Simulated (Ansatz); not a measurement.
Relaxed-ion elastic tensor of MgCdS₂ in space group P4/mmm (No. 123; Mg on 1d, Cd on 1a, S on 1b, S on 1c) in GPa (Voigt order), plane-wave PAW LDA (Ansatz code); density 4.59 g/cm³, 18.15 Å³ per atom.

```
 151  61.0  53.4   0.0   0.0   0.0
61.0   151  53.4   0.0   0.0   0.0
53.4  53.4   158   0.0   0.0   0.0
 0.0   0.0   0.0  42.8   0.0   0.0
 0.0   0.0   0.0   0.0  42.8   0.0
 0.0   0.0   0.0   0.0   0.0  52.6
```

Question: Is the crystal mechanically stable?

Answer: Yes: the smallest eigenvalue of C is 42.8 GPa.

Question: Work out the Voigt, Reuss and Hill averages.

Answer: K_V = 88.4, K_R = 88.3, K_H = 88.3; G_V = 47.1, G_R = 46.7, G_H = 46.9 GPa.

Question: Give Young's modulus, Poisson's ratio, Pugh's ratio and the universal anisotropy index.

Answer: E = 9KG/(3K + G) = 120 GPa; ν = 0.27; K/G = 1.88 (ductile by the Pugh limit of 1.75); A_U = 5G_V/G_R + K_V/K_R − 6 = 0.04.

Question: Estimate the sound speeds and the Debye temperature.

Answer: v_l = √((K + 4G/3)/ρ) = 5730 m/s, v_t = √(G/ρ) = 3190 m/s, mean 3560 m/s; Θ = (h/k)(3n/4πV)^(1/3) v_m = 403 K.

Question: Solve the Christoffel equation for the three sound speeds along x, y, z.

Answer: Eigenvalues of C_ijkl n_j n_l equal ρv². In km/s, slowest first: x 3.05, 3.38, 5.73; y 3.05, 3.38, 5.73; z 3.05, 3.05, 5.86.

Question: How much does each axis shrink under pressure?

Answer: Linear compressibilities β_i = Σ_j S_ij (j = 1 to 3): x 3.8, y 3.8, z 3.8 per TPa.

The first step of the workflow began from a Materials Project structure, measured or hypothetical; the Crystallography Open Database copy checked does not list it. With Mg and Cd taken as one species the cell has the higher symmetry Fm-3m, so it may be an ordered model of a mixed-site phase. Whether it is the stable phase at ambient conditions was not checked. Symmetry was held in the LDA relaxation; of distortions, only those at the zone centre were tested. As this level gives no gap, shear constants depend on the k-mesh and smearing (Fermi–Dirac, 0.1 eV here).

Potentials: the later of the program's two PAW sets.
